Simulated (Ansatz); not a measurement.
A 2-atom cell of InAs started from a crystallographic database at its r2SCAN geometry, in the plane-wave code Ansatz. The base run uses HSE06 on a modest mesh; each further run changes one setting, sensibly or not. Doubtful ones may also carry a cap on iterations. All numbers are computed, and spin polarisation is off unless an edit sets a moment.

Base input:
```yaml
crystal:
  lattice:
    - [0.0, 3.0545915924, 3.0545915924]
    - [3.0545915924, 0.0, 3.0545915924]
    - [3.0545915924, 3.0545915924, 0.0]
  atoms:
    - { symbol: In, position: [0.0, 0.0, 0.0] }
    - { symbol: As, position: [0.25, 0.25, 0.25] }
kpoints:
  mp_grid: { grid: [4, 4, 4] }
hamiltonian:
  xc: hse06
scf:
  occupations: { method: fermi_dirac, width: 0.02 }
  n_extra_bands: 4
output:
  forces: true
  stress: true
  eigenvalues: true
```

Base results:
```
Basis set: ecut = 420 eV, 1139 PW (Γ)
Symmetry: 24 space group operations
Space group: F-43m (ITA 216)
k-points: 8 of 64 (time reversal used)
Exchange kernel: α = 0.2500, screened, ω = 0.2079 Å⁻¹, Wigner–Seitz truncation, v(0) = 1035.7321 eV·Å³, q-mesh 4×4×4
hybrid SCF converged: 2 outer / 8 inner (+7 warm-up)
Free energy (F): -10459.546618 eV
Fermi energy:    7.284799 eV
--- Stress (GPa, compression-positive) ---
        0.103236       0.000000       0.000000
        0.000000       0.103236       0.000000
        0.000000       0.000000       0.103236
  P = ⅓ Tr σ = 0.1032 GPa (1.032 kbar)
```
The gap over this mesh is 0.402 eV.

Run as `ansatz run input.yaml --threads 4 --pin off --max-ram 3686MiB --backend cpu --events-out ev --progress --plain --runs-dir out`. It took 6.9 s on 4 threads of Intel(R) Xeon(R) 6975P-C (Granite Rapids) (shared host); peak host memory 0.84 GiB.

Q: What happens with this change?
```yaml
hamiltonian:
  xc:
    exchange: pbe
    correlation: pbe
    exx: { coeff: 0.35, omega: 0.2078 }
```

A: That is 35 % exact exchange, screened with ω = 0.2078 1/Å, against HSE06's 25 % screened at 0.208 1/Å. The mean stress moves by -0.7 GPa and the gap on the mesh by +0.346 eV (to 0.748). Totals of different functionals aren't comparable.
```
Exchange kernel: α = 0.3500, screened, ω = 0.2078 Å⁻¹, Wigner–Seitz truncation, v(0) = 1036.3982 eV·Å³, q-mesh 4×4×4
hybrid SCF converged: 3 outer / 15 inner (+8 warm-up)
Free energy (F): -10461.682093 eV
Fermi energy:    7.278843 eV
--- Stress (GPa, compression-positive) ---
       -0.626771       0.000000       0.000000
        0.000000      -0.626771       0.000000
        0.000000       0.000000      -0.626771
  P = ⅓ Tr σ = -0.6268 GPa (-6.268 kbar)
```

Q: These lines are set or replaced. What follows?
```yaml
hamiltonian:
  xc: { exchange: pbe, correlation: pbe, exx: { coeff: 0.2 } }
```

A: That is 20 % exact exchange, at all ranges, against HSE06's 25 % screened at 0.208 1/Å. The mean stress moves by +0.2 GPa and the gap on the mesh by +0.328 eV (to 0.729). Totals of different functionals aren't comparable.
Lines that differ from the base's log, and the results:
```
hybrid SCF converged: 3 outer / 14 inner (+7 warm-up)
Free energy (F): -10457.895923 eV
Fermi energy:    7.266801 eV
--- Stress (GPa, compression-positive) ---
        0.323642       0.000000       0.000000
        0.000000       0.323642       0.000000
        0.000000       0.000000       0.323642
  P = ⅓ Tr σ = 0.3236 GPa (3.236 kbar)
--- Band table (eV; the first three rows and the last of 8) ---
  k-point 0: bands = […, -8.8554, -8.8554, -5.7582, 6.8911, 6.8911, 6.8911, 7.6205, 11.9209, 11.9209, 11.9209]
  k-point 1: bands = […, -8.8546, -8.8546, -5.1461, 3.0352, 6.3066, 6.3066, 9.1362, 12.6594, 12.6594, 13.1902]
  k-point 2: bands = […, -8.8493, -8.8493, -4.2633, 0.8087, 5.8611, 5.8611, 8.8466, 12.7111, 12.7111, 14.9314]
  k-point 7: bands = […, -8.8695, -8.8487, -3.6557, 0.8737, 3.8217, 3.9364, 12.2643, 12.2741, 13.0554, 14.1077]
```

Q: These lines are set or replaced. What follows?
```yaml
hamiltonian:
  xc: { exchange: pbe, correlation: pbe, exx: { coeff: 0.2, omega: 0.5 } }
```

A: That is 20 % exact exchange, screened with ω = 0.5 1/Å, against HSE06's 25 % screened at 0.208 1/Å. The mean stress moves by +1.5 GPa and the gap on the mesh by -0.402 eV (no gap is left). Totals of different functionals aren't comparable.
Lines that differ from the base's log, and the results:
```
Exchange kernel: α = 0.2000, screened, ω = 0.5000 Å⁻¹, Wigner–Seitz truncation, v(0) = 180.9513 eV·Å³, q-mesh 4×4×4
hybrid SCF converged: 2 outer / 9 inner (+7 warm-up)
Free energy (F): -10458.337892 eV
Internal energy: -10458.336649 eV  (E = F + TS)
E sigma→0 (E₀):  -10458.337270 eV
Entropy (-TS):   -0.001243 eV (-0.621 meV/atom)
Fermi energy:    7.341346 eV
--- Stress (GPa, compression-positive) ---
        1.638722       0.000000       0.000000
        0.000000       1.638722       0.000000
        0.000000       0.000000       1.638722
  P = ⅓ Tr σ = 1.6387 GPa (16.387 kbar)
```

Q: What happens with this change?
```yaml
hamiltonian:
  xc: { exchange: pbe, correlation: pbe, exx: { coeff: 0.5 } }
```

A: That is 50 % exact exchange, at all ranges, against HSE06's 25 % screened at 0.208 1/Å. The mean stress moves by -2.1 GPa and the gap on the mesh by +2.188 eV (to 2.589). Totals of different functionals aren't comparable.
```
hybrid SCF converged: 4 outer / 21 inner (+8 warm-up)
Free energy (F): -10463.455865 eV
Fermi energy:    7.226304 eV
--- Stress (GPa, compression-positive) ---
       -2.024909       0.000000       0.000000
        0.000000      -2.024909       0.000000
        0.000000       0.000000      -2.024909
  P = ⅓ Tr σ = -2.0249 GPa (-20.249 kbar)
--- Band table (eV; the first three rows and the last of 8) ---
  k-point 0: bands = […, -11.9875, -11.9875, -8.1203, 5.9207, 5.9207, 5.9207, 8.5099, 12.7816, 12.7816, 12.7816]
  k-point 1: bands = […, -11.9872, -11.9872, -7.4423, 1.8196, 5.2889, 5.2889, 9.9680, 13.5747, 13.5747, 14.1513]
  k-point 2: bands = […, -11.9831, -11.9831, -6.4506, -0.7650, 4.7872, 4.7872, 9.6489, 13.5832, 13.5832, 15.8390]
  k-point 7: bands = […, -12.0025, -11.9819, -5.7651, -0.6399, 2.5337, 2.6972, 12.9991, 13.3720, 14.0828, 14.9250]
```

Spin-orbit coupling is left out, which matters wherever the heavy atoms make up the band edges.

The stress of a hybrid is loosely converged in these runs.

The meshes of the hybrids are coarse, so their gaps aren't converged to the digits shown.
